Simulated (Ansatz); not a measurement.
Given:

GaSb in space group Immm (No. 71; Ga on 2a, Sb on 2c), a = 3.1485 Å, b = 5.1038 Å, c = 5.6533 Å, α = 90.00°, β = 90.00°, γ = 90.00°; the cell used has 2 atoms.

This is the PBEsol-relaxed structure.

Task: All from PBEsol (plane waves, PAW; program Ansatz), unless another level is named. Predict the highest zone-centre frequency.

Result: 152 cm⁻¹.

Task: Predict the bulk modulus (Birch–Murnaghan fit).

Result: 62.6 GPa.

The workflow started from a Materials Project entry (that database holds measured and hypothetical structures alike); the Crystallography Open Database copy checked does not list it. It is not the phase usual at ambient conditions (space group No. 216). Symmetry was held in the PBEsol relaxation; phonons show weakly imaginary modes. As this level gives no gap, phonon frequencies hold no LO–TO term and depend on the k-mesh and smearing (Fermi–Dirac, 0.1 eV here). Scalar-relativistic: spin–orbit coupling is off unless named, which matters more the heavier the elements.

Potentials: the later of the program's two PAW sets.
